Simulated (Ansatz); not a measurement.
SnO in space group P4_2/mmc (No. 131; Sn on 2c, O on 2e), PBE in the plane-wave PAW code Ansatz, all energies at zero smearing, with the estimated change up to a 700 eV cutoff added, with one set of potentials and settings (totals compare only within such a set). Cell of 4 atoms (2 Sn, 2 O): -13182.164 eV.

```
element                            reference phase  E (eV/atom)
-------  -----------------------------------------  -----------
Sn                      Fd-3m, 2 atoms in the cell   -6024.2128
O        C2/m, 4 atoms in the cell, spin-polarised    -565.0000
```

Formation energy per atom, worked out: (-13182.164 − 2×(-6024.2128) − 2×(-565.0000))/4 = -0.935 eV/atom (-90 kJ per mol of atoms), at 0 K, without zero-point energy or fitted corrections.

The cell is a constructed one: a structure type filled with these elements; neither database checked (COD, Materials Project) lists it. It is not the phase usual at ambient conditions (space group No. 129). Symmetry was held in the PBE relaxation; whether a distortion lowers the energy is not shown. The references are the lowest solids computed at this level, not always the standard phases (solids in place of the gases). Spin–orbit coupling is left out wherever it is not named.

Potentials: the later of the program's two PAW sets.
